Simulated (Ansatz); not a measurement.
Question: LiF (zinc blende, F-43m) is relaxed with PBE in the plane-wave PAW code Ansatz. What lattice parameters of the conventional cell result?

Answer: a = 4.364 Å.

Question: Is it a metal or does it have a gap at this level?

Answer: A gap of 7.66 eV, direct.

The start of the workflow was typed in or built on a structure type; neither database checked (COD, Materials Project) lists it. It is not the phase usual at ambient conditions (space group No. 225). The cell was relaxed with PBE under the symmetry of its start; its stability against distortions is not shown here.

Potentials: the earlier of the program's two PAW sets.
